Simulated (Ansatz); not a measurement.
Data:

BaLiF₃ (cubic perovskite)

```xyz
10
Lattice="7.7754 0.0000 0.0000 0.0000 3.8877 0.0000 0.0000 0.0000 3.8877" Properties=species:S:1:pos:R:3 pbc="T T T"
Ba     0.0000     0.0000     0.0000
Ba     3.8877     0.0000     0.0000
Li     1.9438     1.9438     1.9438
Li     5.8315     1.9438     1.9438
F      0.0000     1.9438     1.9438
F      3.8877     1.9438     1.9438
F      1.9438     0.0000     1.9438
F      5.8315     0.0000     1.9438
F      1.9438     1.9438     0.0000
F      5.8315     1.9438     0.0000
```

A phonon eigenvector at X = (0.5, 0.0, 0.0) is frozen into this cell: atom i moves by Q times the vector below, so Q is the largest atomic displacement, in Å. The cell is held. It is one choice among 2 degenerate patterns. (q is in reciprocal vectors of the primitive cell; the cell shown is doubled to hold the pattern.)

```tsv
atom	x	y	z
Ba1	0.000	0.000	1.000
Ba2	0.000	0.000	-1.000
F5	0.000	0.000	0.317
F6	0.000	0.000	-0.317
```

Atoms not listed stay in place.

These are LDA (plane waves to 420 eV, PAW, scalar-relativistic; Ansatz, an electronic-structure program) values and carry that method's errors. k mesh 5×9×9 (Γ-centred), Fermi-Dirac smearing 0.05 eV. The energy includes the smearing's −TS. BaLiF3 was relaxed with its symmetry unable to fall. The zero of ΔE is the undisplaced structure.

The scan covers Q from -0.180 to 0.180 Å in 13 points.

Q: Which space group does the distorted structure have?

A: Pmma (No. 51), lowered from Pm-3m.

Q: What is the energy change at Q = 0.180 Å?

A: 106.4 meV/cell.

Q: What harmonic wavenumber does the curvature at Q = 0 give?

A: 79 cm⁻¹.

(A displaced cell: forces are minus the slopes of the energy, force constants its curvatures, and phonons follow from these.)
